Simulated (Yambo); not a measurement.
BeO (wurtzite, space group P6_3mc, No. 186); a = b = 2.6909 Å, c = 4.3692 Å, α = β = 90.00°, γ = 120.00°. With the G0W0 scissor the direct gap on the mesh is 10.36 eV. Axes are Cartesian, with cell vectors (Å) (2.69, 0.00, 0.00), (-1.35, 2.33, 0.00), (0.00, 0.00, 4.37).

Problem. Does this run resolve the lowest exciton, and if so, what are its energy and binding? (Yambo, PBEsol bands; 12×12×6 mesh, 5 valence and 2 conduction bands, static screening with 19 bands and a 4 Ry block, scissor 2.77 eV, Tamm-Dancoff.)

Solution. No. The lowest state covers only about 6 of the 864 k points, so the mesh doesn't resolve it: its energy and its distance from the direct gap are mesh artefacts. An extended exciton needs a far denser mesh. The scissor comes from a G0W0 run whose convergence isn't established. 

Geometry relaxed with PBEsol.
